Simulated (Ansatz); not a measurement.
In2Si2O7 (space group C2/m)

```
CELL_PARAMETERS angstrom
      3.28273    -4.27851     0.00000
      3.28273     4.27851     0.00000
     -1.01619     0.00000     4.57490
ATOMIC_POSITIONS crystal
  In 0.30705 0.69295 0.00000
  In 0.69295 0.30705 0.00000
  Si 0.22283 0.22283 0.41060
  Si 0.77717 0.77717 0.58940
  O  0.92086 0.60611 0.78081
  O  0.07914 0.39389 0.21919
  O  0.39389 0.07914 0.21919
  O  0.60611 0.92086 0.78081
  O  0.00000 0.00000 0.50000
  O  0.60697 0.60697 0.28170
  O  0.39303 0.39303 0.71830
```

The atoms are displaced by Q × the pattern below (from a DFPT mode at Γ, largest move 1; Q in Å), at fixed cell.

```csv
atom,x,y,z
In1,0.002,0.000,-0.002
In2,0.002,0.000,-0.002
Si3,-0.211,0.000,0.071
Si4,-0.211,0.000,0.071
O5,-0.029,-0.034,0.030
O6,-0.029,-0.034,0.030
O7,-0.029,0.034,0.030
O8,-0.029,0.034,0.030
O9,0.971,0.000,-0.241
O10,-0.071,0.000,-0.051
O11,-0.071,0.000,-0.051
```

Computed with LDA (plane waves to 420 eV, PAW, scalar-relativistic; Ansatz, a first-principles code). k mesh 5×5×6 (Γ-centred), Fermi-Dirac smearing 0.05 eV. The energy includes the smearing's −TS. Left out: 4 of 13 points, with atoms too close for the PAW data. In2Si2O7 was relaxed with its symmetry unable to fall. The zero of ΔE is the undisplaced structure.

```
Q (Å)   ΔE (meV/cell)
------  -------------
-0.187           1854
-0.093            420
0.000               0
0.093             420
0.187            1854
```

Which DFPT wavenumber at Γ belongs to this mode?
(A) 833 cm⁻¹
(B) 306 cm⁻¹
(C) 1148 cm⁻¹
(D) 111 cm⁻¹

C, 1148 cm⁻¹. The curvature of the scan gives 1147 cm⁻¹

(For displaced atoms, the force is minus the slope of the energy, and its curvature is a force constant, which sets phonon frequencies.)
